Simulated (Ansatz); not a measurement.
Phonons of GaAs (zinc blende) at Γ, L = (0.5, 0.0, 0.0), X = (0.5, 0.5, 0.0).

GaAs (zinc blende)

```
CELL_PARAMETERS angstrom
      0.00000     2.87304     2.87304
      2.87304     0.00000     2.87304
      2.87304     2.87304     0.00000
ATOMIC_POSITIONS crystal
  As 0.75000 0.75000 0.75000
  Ga 0.00000 0.00000 0.00000
```

Level of theory: PBE (plane waves to 420 eV, PAW, scalar-relativistic; Ansatz, an electronic-structure program). DFPT wavenumbers on a 10×10×10 k mesh, in cm⁻¹; i marks imaginary ones, q is in fractions of the reciprocal vectors of the cell shown, and the three acoustic modes at Γ are left out. The non-analytic (LO-TO) term is not included, so polar modes at Γ have their transverse values. GaAs was relaxed with its symmetry unable to fall. The PAW data are Ansatz's earlier set.

```
q                             wavenumbers (cm⁻¹)
-------------------  ---------------------------
Γ                                       251 (×3)
L = (0.5, 0.0, 0.0)  60 (×2), 197, 220, 243 (×2)
X = (0.5, 0.5, 0.0)  75 (×2), 207, 224, 234 (×2)
```

The structure shows no imaginary mode at these points (lowest 60 cm⁻¹ at L = (0.5, 0.0, 0.0)); other wave vectors were not tested.

Highest mode: 251 cm⁻¹ at Γ.
